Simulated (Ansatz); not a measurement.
Al$_{2}$Au (fluorite or antifluorite type, space group No. 225) at seven volumes, PBE in the plane-wave PAW code Ansatz, scaled uniformly. One row is withheld.

```json
[
 {"V (Å³/atom)": "16.884", "P (GPa)": "?"},
 {"V (Å³/atom)": "17.441", "P (GPa)": "7.52"},
 {"V (Å³/atom)": "17.997", "P (GPa)": "3.43"},
 {"V (Å³/atom)": "18.554", "P (GPa)": "0.00"},
 {"V (Å³/atom)": "19.111", "P (GPa)": "-2.88"},
 {"V (Å³/atom)": "19.667", "P (GPa)": "-5.29"},
 {"V (Å³/atom)": "20.224", "P (GPa)": "-7.30"}
]
```

Problem. Fit the shown pressures and predict the withheld one.

Solution. P = (3/2)B₀(x^(7/2) − x^(5/2))[1 + (3/4)(B′ − 4)(x − 1)] with x = (V₀/V)^(2/3). Least squares on the six rows gives V₀ = 18.553 Å³/atom, B₀ = 105 GPa, B′ = 4.89. At V = 16.884, x = 1.0649 and P = 12.47 GPa. The run itself gave 12.38 GPa.

Space group Fm-3m (fluorite or antifluorite type). Symmetry was held in the PBE relaxation. Scalar-relativistic: spin–orbit coupling is off unless named, which matters more the heavier the elements.

Potentials: the later of the program's two PAW sets.
